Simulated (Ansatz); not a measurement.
BaTiO$_{3}$ (tetragonal-perovskite type, space group P4mm)

```xyz
5
Lattice="3.9728 0.0000 0.0000 0.0000 3.9728 0.0000 0.0000 0.0000 4.1123" Properties=species:S:1:pos:R:3 pbc="T T T"
Ti     1.9864     1.9864     1.8599
Ba     0.0000     0.0000     3.8417
O      1.9864     1.9864     3.6816
O      1.9864     0.0000     1.6948
O      0.0000     1.9864     1.6948
```

In this cell atom 5 (O, nearest neighbour Ti at 1.993 Å; its periodic images, 4.0 Å or more away, move with it) is moved by s along Cartesian [111], unit vector (0.577, 0.577, 0.577); all other atoms and the cell stay fixed.

Computed with r2SCAN (plane waves to 500 eV, PAW, scalar-relativistic; Ansatz, a quantum-chemistry and plane-wave program). k mesh 7×7×7 (Γ-centred), Fermi-Dirac smearing 0.05 eV. The energy includes the smearing's −TS. BaTiO3 is run without spin polarisation. BaTiO3 was relaxed with its symmetry unable to fall. The PAW data are Ansatz's earlier set. ΔE is measured from the undisplaced structure.

```csv
s (Å),ΔE (meV/cell)
-0.400,529
-0.320,withheld
-0.240,180
-0.160,78
-0.080,19
0.000,0
0.080,19
0.160,79
0.240,181
0.320,332
0.400,537
```

Task: Fit a polynomial form (powers 2, 3, 4) to the given rows and predict ΔE at s = -0.320.

Result: Least squares on the 10 given rows: ΔE = (3022)·s² + (62.43)·s³ + (1937)·s⁴, in meV/cell with s in Å; root-mean-square residual 0.3 meV/cell. At -0.320 the fit gives 328 meV/cell; the calculation gives 328 meV/cell, the same to the digits shown. The quadratic term alone would give 309 meV/cell.

(A displaced cell: forces are minus the slopes of the energy, force constants its curvatures, and phonons follow from these.)
